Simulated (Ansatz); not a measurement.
Q: Each is relaxed and computed with plane-wave PAW r²SCAN (Ansatz code). Which is the only one with a gap?
A) Ti5As3, Pnma (Pearson symbol oP32)
B) TiH, P4_2/mmc (Ti on 2c, H on 2e)
C) TiSi, rock salt
D) TiO2, C2/m (Pearson symbol mS24)

A: D, TiO2, C2/m (Pearson symbol mS24). TiO2: gap 3.20 eV (indirect); TiH: metal; Ti5As3: metal; TiSi: metal. Constructed cells (a structure type filled with these elements, in neither database checked): TiSi, rock salt. Not the usual ambient phase: TiO2, C2/m (Pearson symbol mS24). Standing as an ambient phase not checked: TiH, P4_2/mmc (Ti on 2c, H on 2e); Ti5As3, Pnma (Pearson symbol oP32). All cells were relaxed under the symmetry of their starts (and spin orders); stability against distortions was not tested throughout. Rows with no word on spin ran without spin polarisation. Scalar-relativistic: spin–orbit coupling is off unless named, which matters more the heavier the elements.

Potentials: the later of the program's two PAW sets.
